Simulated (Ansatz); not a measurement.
Put SrAg4O2 in I-4m2 (No. 119): Sr on 2b; Ag on 8i; O on 2a and 2d. Recipe of this trial structure of SrAg4O2: 4-connected net, bridging atoms on its edges, bridges bent, guests in its cages (guest Sr).

Method: DFT PBE, scalar-relativistic, plane waves, PAW (Ansatz). Cutoff 420 eV, Γ-centred mesh, Gaussian smearing, no spin polarisation.

Energies over the elements count from the elements' standard structures at the same level (O₂ as a molecule), with no fitted energy shifts.

**Question.** Which cell and coordinates does it relax to?

**Answer.**

Space group I-4m2 (No. 119). a = 5.652 Å, b = 5.652 Å, c = 13.024 Å, α = 90.00°, β = 90.00°, γ = 90.00°
```json
{"atom": "Sr", "site": "2b", "symmetry": "-4m2", "x": "0.5000", "y": "0.5000", "z": "0.0000"}
{"atom": "Ag", "site": "8i", "symmetry": ".m.", "x": "0.5000", "y": "0.2455", "z": "0.3770"}
{"atom": "O", "site": "2a", "symmetry": "-4m2", "x": "0.0000", "y": "0.0000", "z": "0.0000"}
{"atom": "O", "site": "2d", "symmetry": "-4m2", "x": "0.5000", "y": "0.0000", "z": "0.2500"}
```

Sr has 8 Ag at 3.53 Å, 4 O at 4.00 Å and 4 O at 4.31 Å; Ag has 2 O at 2.15–2.16 Å, 2 Ag at 2.77–2.88 Å and 2 Sr at 3.53 Å; O on its first site is surrounded by 4 Ag at 2.15 Å and 4 Sr at 4.00 Å; O on its second site is surrounded by 4 Ag at 2.16 Å, 4 O at 4.31 Å and 4 Sr at 4.31 Å. Another local minimum with the same sites may exist.

**Question.** Where does its energy lie, and is it a metal?

**Answer.** The energy over the elements is −0.06 eV/atom and the gap on the 10×10×10 mesh of the 7-atom cell is 0 eV (the bands overlap slightly). A negative formation energy is needed for stability but isn't enough: competing phases decide.

The last run used Gaussian smearing of 0.10 eV. The zero gap may come from the functional, which often closes small gaps, or the cell may be a true semimetal. Symmetry constrained the relaxation, so the result can be a saddle point.
